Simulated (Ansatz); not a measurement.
Method: DFT PBE, scalar-relativistic, plane waves, PAW in Ansatz. Settings: cutoff 420 eV, Γ-centred meshes spaced at most about 0.3 Å⁻¹ (2π included), Gaussian smearing. No spin polarisation in the final relaxations.

All energies are static (0 K, no zero-point motion).

Two relaxed structures of Sn3GeO4:

A.

```
Sn Ge O
1.0
     5.38233    0.00000    0.00000
     0.00000    5.38233    0.00000
     0.00000    0.00000    4.96732
Sn Ge O
3 1 4
Direct
  0.00000 0.50000 0.23301
  0.50000 0.00000 0.23301
  0.50000 0.50000 0.75684
  0.00000 0.00000 0.79864
  0.75464 0.24536 0.99462
  0.24536 0.75464 0.99462
  0.75464 0.75464 0.99462
  0.24536 0.24536 0.99462
```

B.

```
Sn Ge O
1.0
     5.17735    0.00000    0.00000
    -0.07846    5.54855    0.00000
    -0.02302   -0.21874    5.76363
Sn Ge O
3 1 4
Direct
  0.94329 0.54517 0.22117
  0.44832 0.97808 0.21661
  0.43961 0.45504 0.77300
  0.94032 0.04088 0.80090
  0.80616 0.35111 0.91095
  0.31949 0.62636 0.09517
  0.81790 0.87946 0.07433
  0.28490 0.12390 0.90788
```

Question: Which is lower in energy, and by how much?

Answer: B is lower, by 35 meV/atom. A has space group P4mm (No. 99), 18.0 Å³/atom and a gap of 0.72 eV on its mesh; B has space group P1 (No. 1), 20.7 Å³/atom and a gap of 1.65 eV. Counting O atoms around Ge and Sn (those within 1.25 times the shortest such distance or 1.15 times the sum of covalent radii), A has Sn 4, Ge 4 and B has Sn 3, Ge 3. Both come from invented guesses.

No dispersion correction is applied, so the spacing and binding between layers, chains or molecules are poorly described (P4mm, P1), and this can change margins and order among such cells. Kohn–Sham gaps at this level usually fall short of measured ones. Cells relaxed within their symmetry can be saddle points. The P1 cell of Sn3GeO4 came from shaking the P4mm one.
